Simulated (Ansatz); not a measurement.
C: a film clamped to a substrate

These are results of DFT LDA, scalar-relativistic, plane waves, PAW in Ansatz 0.2.0, not measurements. Settings: plane waves to 420 eV, k-mesh 16×16×16 (Γ-centred), Gaussian smearing 0.03 eV. No spin polarisation. Energies are free energies at this smearing, counted from the undisturbed cell; pressure is positive in compression.

Reference structure (relaxed at this level; this form isn't the usual structure):

```
CELL_PARAMETERS angstrom
0.00000 2.11665 3.35975
1.22278 0.00000 3.35975
1.22278 2.11665 0.00000
ATOMIC_POSITIONS crystal
C 0.16671 0.83329 0.16671
C 0.83329 0.16671 0.83329
```

The cell holds layers and no dispersion correction was added, so their binding is poorly described.

The cell (2 atoms, V0 = 17.39 Å³) is strained by p along both x and y and by q along z, fractional coordinates fixed. τp = (1/V0) ∂E/∂p = (σxx + σyy)(1 + p)(1 + q) and τq = (1/V0) ∂E/∂q = σzz(1 + p)², with tension positive.

| p | q | ΔE (meV/atom) | τp (GPa) | τq (GPa) |
| --- | --- | --- | --- | --- |
| 0.000 | 0.000 | 0.00 | 0.07 | -0.14 |
| -0.015 | 0.000 | 16.38 | -41.08 | -0.05 |
| 0.015 | 0.000 | 15.27 | 36.77 | -0.23 |
| 0.000 | -0.015 | 0.32 | 0.17 | -0.65 |
| 0.000 | 0.015 | 0.06 | -0.02 | 0.26 |

**Question.** Get the second derivatives of the energy density.

**Answer.** Central differences give A = ∂τp/∂p = 2595 GPa (C11 + C22 + 2 C12), C = ∂τq/∂q = 30 GPa (C33) and the cross term B = ∂τq/∂p = -6.2 GPa (C13 + C23); ∂τp/∂q = -6.2 GPa must equal B, and any difference shows higher-order terms. The ions are clamped.

**Question.** A film of this crystal grows with z along the normal on a substrate that imposes p. How does its thickness respond, and what does the misfit cost?

**Answer.** Count p and q from the stress-free cell. A free surface needs τq = 0, so q = −(B/C) p = 0.21 p. The energy density left is (A − B²/C) p²/2 = M p², with the biaxial modulus M = 1297 GPa; a misfit of 1 % costs 7.04 meV/atom, against 7.04 meV/atom if the thickness were held.

At p = 0.030 the energies along q are 60.1 (q = -0.030), 59.2 (q = -0.015), 58.8 (q = 0.000), 58.7 (q = 0.015), 58.9 (q = 0.030) meV/atom.

**Question.** Does the linear rule hold at this misfit?

**Answer.** A parabola through the lowest point and its neighbours has its minimum at q = 0.011, 58.7 meV/atom. With the stress left in the starting cell, τp0 and τq0, linear elasticity gives q = −(τq0 + Bp)/C = 0.011 and E = V0(τp0 p + τq0 q + Ap²/2 + Bpq + Cq²/2)/N = 63.4 meV/atom. The two agree within a tenth in energy.

Forces appear on the atoms along this scan, and letting them relax would lower the energy and soften the response. The gap closes along the scan, which can put kinks into the curve.